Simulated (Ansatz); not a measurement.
Si₂W:
```
Si2W
1.0
   -1.60561     1.60561     3.90242
    1.60561    -1.60561     3.90242
    1.60561     1.60561    -3.90242
W Si
1 2
Cartesian
  0.00000   0.00000   0.00000
  0.00000   0.00000   2.61312
  0.00000   0.00000   5.19172
```

Relaxed with r²SCAN.

Q: Map the valence electron density (e/Å³), cut off at 1 on the plane through (0.000, 0.000, 0.000) spanned by u = [1, 1, 0] and v = [1, -1, 0] in lattice vectors, from r²SCAN (plane waves, PAW; program Ansatz).

A: x is the fraction of u, y of v (the angle between them is 90°; rows are the nearest grid lines); atoms in the plane: W at (0.00, 0.00), W at (0.50, 0.50), Si at (0.33, 0.00), Si at (0.83, 0.50), Si at (0.17, 0.50), Si at (0.67, 0.00).
```
y \ x   0.000  0.103  0.179  0.282  0.359  0.462  0.538  0.641  0.718  0.821  0.897   1.00
------  -----  -----  -----  -----  -----  -----  -----  -----  -----  -----  -----  -----
1.00     1.00   1.00  0.425  0.220  0.065  0.363  0.363  0.065  0.220  0.425   1.00   1.00
0.913    1.00   1.00  0.386  0.317  0.224  0.363  0.363  0.224  0.317  0.386   1.00   1.00
0.826    1.00  0.514  0.337  0.388  0.439  0.360  0.360  0.439  0.388  0.337  0.514   1.00
0.783   0.738  0.432  0.341  0.358  0.419  0.384  0.384  0.419  0.358  0.341  0.432  0.738
0.696   0.344  0.439  0.403  0.338  0.366  0.952  0.952  0.366  0.338  0.403  0.439  0.344
0.609   0.328  0.404  0.261  0.409  0.417   1.00   1.00  0.417  0.409  0.261  0.404  0.328
0.522   0.333  0.240  0.058  0.478  0.502   1.00   1.00  0.502  0.478  0.058  0.240  0.333
0.478   0.333  0.240  0.058  0.478  0.502   1.00   1.00  0.502  0.478  0.058  0.240  0.333
0.391   0.328  0.404  0.261  0.409  0.417   1.00   1.00  0.417  0.409  0.261  0.404  0.328
0.304   0.344  0.439  0.403  0.338  0.366  0.952  0.952  0.366  0.338  0.403  0.439  0.344
0.217   0.738  0.432  0.341  0.358  0.419  0.384  0.384  0.419  0.358  0.341  0.432  0.738
0.174    1.00  0.514  0.337  0.388  0.439  0.360  0.360  0.439  0.388  0.337  0.514   1.00
0.0870   1.00   1.00  0.386  0.317  0.224  0.363  0.363  0.224  0.317  0.386   1.00   1.00
0.000    1.00   1.00  0.425  0.220  0.065  0.363  0.363  0.065  0.220  0.425   1.00   1.00
```

The density is the valence pseudo-density with augmentation charge, so density and ELF within about 1 Å of a nucleus are not all-electron values.

Space group I4/mmm (MoSi2 or CaC2 type). Symmetry was held in the r²SCAN relaxation. The run is not spin-polarised. Scalar-relativistic: spin–orbit coupling is off unless named, which matters more the heavier the elements.

Potentials: the later of the program's two PAW sets.
